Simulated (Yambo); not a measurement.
A G0W0@PBEsol run in Yambo for NaI (rock salt, space group Fm-3m, No. 225) under isotropic strain of -3 % on all lattice vectors (4×4×4 Γ-centred k mesh, bands 2 to 146 and a 10 Ry block in the screening, 146 bands in G with the Bruneval-Gonze terminator, plasmon pole fitted at 27.2 eV) gives these matrix elements, in eV, at the band edges (Γ → Γ):

| state | E0 | <Vxc> | <Σx> | <Σc(E0)> | Z |
|---|---|---|---|---|---|
| valence edge | 0.000 | -11.465 | -14.402 | 1.118 | 0.810 |
| conduction edge | 3.860 | -8.048 | -4.027 | -3.313 | 0.842 |

Solve the linearised quasiparticle equation for both states, give the gap, and say how exchange and correlation each act on it.

E = E0 + Z(Σx + Σc − Vxc). Valence: 0.000 + 0.810 × (-14.402 + (1.118) − (-11.465)) = -1.47 eV. Conduction: 3.860 + 0.842 × (-4.027 + (-3.313) − (-8.048)) = 4.46 eV. The gap is 5.93 eV, against 3.86 eV in PBEsol. Replacing Vxc by bare exchange alone would open it by 6.96 eV; correlation takes back 4.43 eV of that, and Z scales what is left. Convergence of the G0W0 settings was not tested. Without spin-orbit coupling, band edges of such heavy elements can be off by tenths of an eV.

Geometry strained from the cell relaxed with PBEsol, atoms relaxed again; primitive cell a = b = c = 4.390 Å, α = β = γ = 60.00°.
